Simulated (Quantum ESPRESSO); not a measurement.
# Planted mistakes on one cell of NbHf2F3O5

Calculated results; nothing here was measured. They come from pw.x of Quantum ESPRESSO 7.5, a plane-wave density functional program, with PseudoDojo standard norm-conserving files (v0.5 for PBE, v0.4.1 for LDA and PBEsol). The cells are made up: elements, strain and atom displacements were drawn at random, and nothing was relaxed. There is no spin polarisation, spin-orbit coupling or dispersion term.

The hafnium file is less sure than the others, with forces about 3 percent (worst 6) and pressure in oxides about 1.5 GPa (worst 2.7) from a second method in checks, which no rerun with the same files tests.

The cell has 12 sites of a rutile lattice (two cells along c). Sites 1 to 4 hold Nb Hf Hf empty; sites 5 to 12 hold F F O O O O O F. Cell vectors in Å: (4.742, 0.011, -0.058); (0.011, 4.655, -0.002); (-0.076, -0.003, 6.195). Settings: PBE, cutoff 1143 eV, 5 x 5 x 4 k mesh shifted by half a step, Fermi-Dirac smearing of 0.025 eV.

The intended run has a self-consistency threshold of 1e-07 eV, a smearing term of 0.000 eV, a pressure of 10.15 GPa and 18 iterations. Each further run changes one thing: all lengths scaled by 1.0059; atoms of sites 1 and 2 exchanged; cutoff 584 eV; files of PBEsol; k mesh 2 x 2 x 2; one electron removed; smearing 0.54 eV; threshold 0.07 eV. A coarse mesh keeps the shift, and a charged cell sits in a uniform background.

```
run,change of free energy (eV),smearing term -TS (eV),change of P (GPa),largest change of a force component (eV/Å),iterations
A,-8.156,-0.017,-16.46,3.242,20
B,-0.126,0.000,-3.76,0.217,18
C,17.133,0.000,-6.36,0.274,18
D,0.004,0.000,0.00,0.077,17
E,0.025,0.000,-1.49,0.208,8
F,-0.879,0.000,-0.47,2.733,17
G,-0.922,-2.116,2.60,1.888,16
H,19.028,0.000,-82.69,0.223,18
```

A rerun of the intended cell at 1467 eV and k mesh 7 x 7 x 6 moved values by no more than 0.004 eV in the cell's energy, 0.04 GPa in stress and 0.002 eV/Å in force.

Question: which change belongs to which run?

## Worked reading

Run E has the fewest iterations, as a run stopped early does. Run G has the largest smearing term, as wide smearing gives. Run H has a higher energy and the largest fall in pressure, as too small a basis gives. Run B changes the volume by a factor of 1.0178; minus its pressure change over the logarithm of that factor, 213 GPa, is a rough bulk modulus with clamped atoms. Energies from files of another functional, or of a charged cell, have another zero and say nothing on stability; the pressure of a charged cell rests on the program's zero of potential too.

## Key

```
run,change
A,one electron removed
B,all lengths scaled by 1.0059
C,files of PBEsol
D,k mesh 2 x 2 x 2
E,threshold 0.07 eV
F,atoms of sites 1 and 2 exchanged
G,smearing 0.54 eV
H,cutoff 584 eV
```